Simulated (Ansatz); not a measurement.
ZrSi (rock salt, Fm-3m) at seven volumes, plane-wave PAW PBE (Ansatz code), scaled uniformly. One row is withheld.

| V (Å³/atom) | P (GPa) |
|---|---|
| 17.878 | 12.74 |
| 18.467 | 7.86 |
| 19.056 | 3.64 |
| 19.646 | 0.00 |
| 20.235 | -3.15 |
| 20.824 | ? |
| 21.414 | -8.25 |

### Question
Fit the shown pressures and predict the withheld one.

### Answer
P = (3/2)B₀(x^(7/2) − x^(5/2))[1 + (3/4)(B′ − 4)(x − 1)] with x = (V₀/V)^(2/3). Least squares on the six rows gives V₀ = 19.646 Å³/atom, B₀ = 113 GPa, B′ = 3.82. At V = 20.824, x = 0.9619 and P = -5.89 GPa. The run itself gave -5.89 GPa.

A made-up cell: these elements were put on the sites of a structure type; neither database checked (COD, Materials Project) lists it. COD files the formula under space group No. 62, 63, so this cell is another polymorph or a model. Whether it is the stable phase at ambient conditions was not checked. The cell was relaxed with PBE under the symmetry of its start; whether a distortion lowers the energy is not shown. The run is not spin-polarised.

Potentials: the later of the program's two PAW sets.
